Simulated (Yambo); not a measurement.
FeB2 (space group Pnma, No. 62), G0W0@PBEsol in Yambo with this input:

```
rim_cut
gw0
dyson
el_el_corr
HF_and_locXC
ppa
em1d
RandQpts= 1000000
RandGvec= 1 Ry
EXXRLvcs= 90 Ry
VXCRLvcs= 360 Ry
Chimod= "HARTREE"
% BndsRnXp
 17 | 153 |
%
NGsBlkXp= 7 Ry
% LongDrXp
 1.0 | 1.0 | 1.0 |
%
PPAPntXp= 27.2114 eV
% GbndRnge
 1 | 153 |
%
GTermKind= "BG"
DysSolver= "n"
ExtendOut
```

On a 2×2×4 mesh, with wavefunctions cut at 90 Ry, the gap ((0, -0.5, -0.5) → (-0.5, 0, -0.5)) is 0.467 eV and the valence edge shifts by 0.688 eV.

Question: What happens with this change: 76 bands in G?

Answer: The gap rises by 0.037 eV, to 0.504 eV; the shift of the valence edge becomes 0.693 eV. Neither run is shown to be the converged limit.

Geometry of the Materials Project entry, not relaxed at this level; primitive cell a = 4.8204 Å, b = 4.8080 Å, c = 3.7418 Å, α = β = γ = 90.00°.

The structure is a Materials Project entry; no match was found in the copy of COD used, and its stability was not checked.

The runs are not spin-polarised; magnetic order was not tried.

A shift is the quasiparticle energy of the state minus its PBEsol energy.
